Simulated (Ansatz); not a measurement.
## TaCo3 (Pm-3m): electronic heat capacity from the density of states

These are results of DFT r2SCAN, scalar-relativistic, plane waves, PAW (Ansatz 0.2.0), not measurements.

Settings: cutoff 500 eV, Γ-centred mesh 12×12×12 on the computed 4-atom cell, Gaussian smearing of 0.10 eV; collinear spin from starting moments -0.32 0.93 0.93 0.93 μB.

Relaxed cell: Pm-3m, a = 3.619 Å, b = 3.619 Å, c = 3.619 Å, α = 90.00°, β = 90.00°, γ = 90.00°, 4 atoms in the primitive cell. Whether it is the stable form of this composition wasn't checked.

The density of states at the Fermi level is 2.627 states/eV in the cell of 4 atoms (1 formula unit; both spins, tetrahedra on a 18×18×18 mesh). The run ends with a moment of 1.84 μB a cell (largest on a site 0.85 μB), and the figure is for this state; a paramagnetic sample can have a quite different one. Another magnetic order, if the compound takes it, can change N(E_F) and the shape of the cell a good deal.

Q: What Sommerfeld coefficient does this give?

A: Per formula unit N(E_F) = 2.627 states/eV. γ = (π²/3) k_B² N(E_F) N_A = 2.357 mJ/(mol K²) per state/eV, so γ = 6.2 mJ/(mol K²), a mole of formula units. This is the bare band result: a measured γ of the same phase and magnetic order is as a rule larger by a factor 1 + λ from phonons and spin fluctuations. N(E_F) at one energy is sensitive to the mesh where the density of states has sharp peaks.

The state reached may not be the lowest one. Spin-orbit coupling is left out, which matters for the bands of heavy elements.

Only this magnetic start was tried.

Cost: 1 run of about 2.5 core-minutes, on Arm Neoverse V1 (shared hosts).